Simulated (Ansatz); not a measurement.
Geometry optimisation in Ansatz: input, command and trajectory.

```yaml
crystal:
  lattice:
    - [6.7177298276, 0.0, 0.0]
    - [0.0, 7.4578269216, 0.0]
    - [0.0, 0.0, 4.8586190723]
  atoms:
    - { symbol: Al, position: [0.0093049601, 0.25, 0.9151246417] }
    - { symbol: Al, position: [0.170709158, 0.4436949151, 0.3655784972] }
    - { symbol: Al, position: [0.170709158, 0.0563050849, 0.3655784972] }
    - { symbol: Al, position: [0.329290842, 0.5563050849, 0.8655784972] }
    - { symbol: Al, position: [0.670709158, 0.4436949151, 0.1344215028] }
    - { symbol: Al, position: [0.829290842, 0.9436949151, 0.6344215028] }
    - { symbol: Al, position: [0.670709158, 0.0563050849, 0.1344215028] }
    - { symbol: Al, position: [0.829290842, 0.5563050849, 0.6344215028] }
    - { symbol: Al, position: [0.329290842, 0.9436949151, 0.8655784972] }
    - { symbol: Al, position: [0.5093049601, 0.25, 0.5848753583] }
    - { symbol: Al, position: [0.9906950399, 0.75, 0.0848753583] }
    - { symbol: Al, position: [0.4906950399, 0.75, 0.4151246417] }
    - { symbol: Ni, position: [0.8703479429, 0.25, 0.442675341] }
    - { symbol: Ni, position: [0.3703479429, 0.25, 0.057324659] }
    - { symbol: Ni, position: [0.1296520571, 0.75, 0.557324659] }
    - { symbol: Ni, position: [0.6296520571, 0.75, 0.942675341] }
basis:
  ecutwfc: 420
kpoints:
  mp_grid: { grid: [6, 6, 8] }
hamiltonian:
  xc: pbesol
scf:
  occupations: { method: gaussian, width: 0.1 }
output:
  forces: true
  stress: true
  eigenvalues: true
relax:
  adjacent_minimum: "off"
  f_tol: 0.01
  max_steps: 30
  cell: { stress_tol: 0.1, fix: [volume] }
```

```bash
ansatz run input.yaml --threads 4 --pin off --max-ram 10240MiB --backend cpu --events-out ev --progress --plain --runs-dir out
```

Level of theory: Ansatz 0.2.0, DFT PBEsol, scalar-relativistic, plane waves, PAW.

The volume is held at 1.06 times that of the relaxed cell.

Of 3 frames 2 are shown, positions in Å and forces in eV/Å; the SCF threshold varies from step to step. Steps run on the plane waves of an earlier cell, with a Pulay correction in the pressure. The basis is chosen afresh for the last frame, the zero of the energies, and at times for earlier ones too; energy and pressure can step there, also at an unchanged geometry. Where two frames share a geometry here, they differ by under 2 meV/atom and 0.3 GPa. Spin polarisation was left out; whether the Ni atoms would carry moments isn't shown by this run.

```xyz
16
Lattice="6.7177 0.0000 0.0000 0.0000 7.4578 0.0000 0.0000 0.0000 4.8586" Properties=species:S:1:pos:R:3:forces:R:3 pbc="T T T" step=1 free_energy_over_end_meV_per_atom=0.06 pressure_GPa=-6.28
Al    0.0625    1.8645    4.4462   -0.0066    0.0000    0.0021
Al    1.1468    3.3090    1.7762   -0.0181   -0.0033   -0.0146
Al    1.1468    0.4199    1.7762   -0.0181    0.0033   -0.0146
Al    2.2121    4.1488    4.2055    0.0181    0.0033   -0.0146
Al    4.5056    3.3090    0.6531   -0.0181   -0.0033    0.0146
Al    5.5710    7.0379    3.0824    0.0181   -0.0033    0.0146
Al    4.5056    0.4199    0.6531   -0.0181    0.0033    0.0146
Al    5.5710    4.1488    3.0824    0.0181    0.0033    0.0146
Al    2.2121    7.0379    4.2055    0.0181   -0.0033   -0.0146
Al    3.4214    1.8645    2.8417   -0.0066    0.0000   -0.0021
Al    6.6552    5.5934    0.4124    0.0066    0.0000   -0.0021
Al    3.2964    5.5934    2.0169    0.0066    0.0000    0.0021
Ni    5.8468    1.8645    2.1508   -0.0105    0.0000   -0.0046
Ni    2.4879    1.8645    0.2785   -0.0105    0.0000    0.0046
Ni    0.8710    5.5934    2.7078    0.0105    0.0000    0.0046
Ni    4.2298    5.5934    4.5801    0.0105    0.0000   -0.0046
16
Lattice="6.7166 0.0000 0.0000 0.0000 7.4542 0.0000 0.0000 0.0000 4.8618" Properties=species:S:1:pos:R:3:forces:R:3 pbc="T T T" step=3 free_energy_over_end_meV_per_atom=0.00 pressure_GPa=-6.25
Al    0.0576    1.8636    4.4502   -0.0004    0.0000   -0.0021
Al    1.1425    3.3075    1.7729   -0.0029    0.0018   -0.0087
Al    1.1425    0.4196    1.7729   -0.0029   -0.0018   -0.0087
Al    2.2158    4.1467    4.2038    0.0029   -0.0018   -0.0087
Al    4.5007    3.3075    0.6580   -0.0029    0.0018    0.0087
Al    5.5741    7.0346    3.0889    0.0029    0.0018    0.0087
Al    4.5007    0.4196    0.6580   -0.0029   -0.0018    0.0087
Al    5.5741    4.1467    3.0889    0.0029   -0.0018    0.0087
Al    2.2158    7.0346    4.2038    0.0029    0.0018   -0.0087
Al    3.4159    1.8636    2.8425   -0.0004    0.0000    0.0021
Al    6.6590    5.5907    0.4116    0.0004    0.0000    0.0021
Al    3.3007    5.5907    2.0193    0.0004    0.0000   -0.0021
Ni    5.8424    1.8636    2.1538   -0.0063    0.0000   -0.0022
Ni    2.4841    1.8636    0.2771   -0.0063    0.0000    0.0022
Ni    0.8741    5.5907    2.7080    0.0063    0.0000    0.0022
Ni    4.2324    5.5907    4.5847    0.0063    0.0000   -0.0022
```

Time: 2.2 min on 4 threads of AMD EPYC 7R43 64-Core Processor (Zen 3) (shared host), peak memory 1.4 GiB.